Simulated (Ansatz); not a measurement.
Consider the following.

Ir3W:
```cif
data_Ir3W
_chemical_formula_sum 'Ir3 W1'
_space_group_name_H-M_alt 'P 1'
_space_group_IT_number 1
_cell_length_a 3.87047
_cell_length_b 3.87047
_cell_length_c 3.87047
_cell_angle_alpha 90.000
_cell_angle_beta 90.000
_cell_angle_gamma 90.000
loop_
_space_group_symop_operation_xyz
  'x, y, z'
loop_
_atom_site_label
_atom_site_type_symbol
_atom_site_fract_x
_atom_site_fract_y
_atom_site_fract_z
_atom_site_occupancy
Ir1 Ir 0.00000 0.50000 0.50000 1
Ir2 Ir 0.50000 0.50000 0.00000 1
Ir3 Ir 0.50000 0.00000 0.50000 1
W1 W 0.00000 0.00000 0.00000 1
```

This is the r²SCAN-relaxed structure.

Q: All from r²SCAN (plane waves, PAW; program Ansatz), unless another level is named. Give the Young's modulus.

A: 566 GPa.

Q: Give the elastic constants (relaxed ions, GPa).

A: C11 = 617, C12 = 255, C44 = 263.

Space group Pm-3m (Cu3Au type). A made-up cell: these elements were put on the sites of a structure type; neither database checked (COD, Materials Project) lists it. COD files the formula under space group No. 194. Whether it is the stable phase at ambient conditions was not checked. Symmetry was held in the r²SCAN relaxation; its stability against distortions is not shown here. No spin polarisation was allowed. As this level gives no gap, shear constants depend on the k-mesh and smearing (Fermi–Dirac, 0.1 eV here). Spin–orbit coupling is left out wherever it is not named.

Potentials: the earlier of the program's two PAW sets. The files were generated under PBE; for other functionals the program regenerates the frozen cores, and for LDA and PBEsol the local potential too.
